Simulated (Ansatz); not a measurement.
## Mechanical response of NbRh (P4/mmm)

```xyz
2
Lattice="2.8303 0.0000 0.0000 0.0000 2.8303 0.0000 0.0000 0.0000 3.8263" Properties=species:S:1:pos:R:3 pbc="T T T"
Nb    0.0000    0.0000    0.0000
Rh    1.4151    1.4151    1.9131
```

Conventional cell: a = 2.830 Å, b = 2.830 Å, c = 3.826 Å, α = 90.00°, β = 90.00°, γ = 90.00°. Around Nb (atom 1) lie 8 Rh at 2.77 Å and 4 Nb at 2.83 Å. Rh (atom 2) is surrounded by 8 Nb at 2.77 Å and 4 Rh at 2.83 Å.

Unless marked otherwise, the numbers come from PBEsol, PAW on Ansatz 0.2.0's default frozen-core files (fitted under PBE), scalar-relativistic. k mesh 16×16×12, Fermi-Dirac smearing of 0.050 eV, cutoff 420 eV. The cell was relaxed by PAW under this functional.

The cell is tetragonal and carries a residual pressure of 0.02 GPa at this level. Each strain component that symmetry leaves independent is applied at ±0.008, the ions relax wherever a strain frees them, and the stress (tension positive, GPa) is read. Shears are engineering strains, γ = 2ε.

| strain | size | σxx | σyy | σzz | σyz | σxz | σxy |
| --- | --- | --- | --- | --- | --- | --- | --- |
| xx | -0.008 | -3.1785 | -1.2190 | -1.5191 | 0.0000 | 0.0000 | 0.0000 |
| xx | +0.008 | 2.9274 | 1.1596 | 1.3870 | 0.0000 | 0.0000 | 0.0000 |
| zz | -0.008 | -1.5043 | -1.5043 | -3.3709 | 0.0000 | 0.0000 | 0.0000 |
| zz | +0.008 | 1.4033 | 1.4033 | 3.1233 | 0.0000 | 0.0000 | 0.0000 |
| yz | -0.008 | -0.0350 | -0.0266 | -0.0582 | -0.9113 | 0.0000 | 0.0000 |
| yz | +0.008 | -0.0350 | -0.0266 | -0.0582 | 0.9113 | 0.0000 | 0.0000 |
| xy | -0.008 | -0.0178 | -0.0178 | -0.0541 | 0.0000 | 0.0000 | -0.2667 |
| xy | +0.008 | -0.0178 | -0.0178 | -0.0541 | 0.0000 | 0.0000 | 0.2667 |

A central difference gives one constant, for example C11 ≈ (2.9274 − (-3.1785))/(0.016) = 381.6 GPa; the program then imposes the crystal's symmetry on the whole matrix.

Question: What are the independent elastic constants?

Answer: C11 = 381.6, C12 = 148.7, C13 = 181.7, C33 = 405.9, C44 = 113.9, C66 = 33.3 GPa.

Question: Is the crystal stable against homogeneous strain?

Answer: The least eigenvalue of the 6×6 matrix is 33.3 GPa, so yes.

Question: What moduli does a random aggregate of grains have?

Answer: Voigt and Reuss bounds: B from 242.5 to 243.7 and G from 75.8 to 96.0 GPa; their means are B = 243.1 and G = 85.9 GPa. Then E = 9BG/(3B + G) = 230.6 GPa, ν = (3B − 2G)/(6B + 2G) = 0.342 and B/G = 2.83, on the ductile side of Pugh's 1.75 (a rule of thumb).

Question: With the density of 10.609 g/cm³, how fast does sound travel, and what Debye temperature follows?

Answer: 

```csv
direction,slow (m/s),middle (m/s),fast (m/s)
x,1773,3277,5998
y,1773,3277,5998
z,3277,3277,6185
```

The mean of v⁻³ over directions and branches gives v_m = 3175 m/s and θ_D = (ħ/k_B) v_m (6π²n)^(1/3) = 381 K, n being atoms per volume. Young's modulus spans 113 to 298 GPa over directions, and the universal anisotropy index is 1.34.

Question: How do the constants change if the ions are clamped to the homogeneous strain?

Answer: None moves by more than 0.3 GPa: by symmetry a homogeneous strain puts no force on these sites.

Question: What happens at 2 GPa (cell relaxed there)?

Answer: The volume falls to 0.9920 of its value, and C11 = 394.1, C12 = 152.9, C13 = 189.9, C33 = 417.3, C44 = 117.9, C66 = 33.9 GPa (slopes of the stress), in this structure whether or not another phase takes over.

Keep in mind: frozen-core PAW files fitted under PBE, their cores solved anew for the functional of the run; responses of metals move with mesh and smearing.
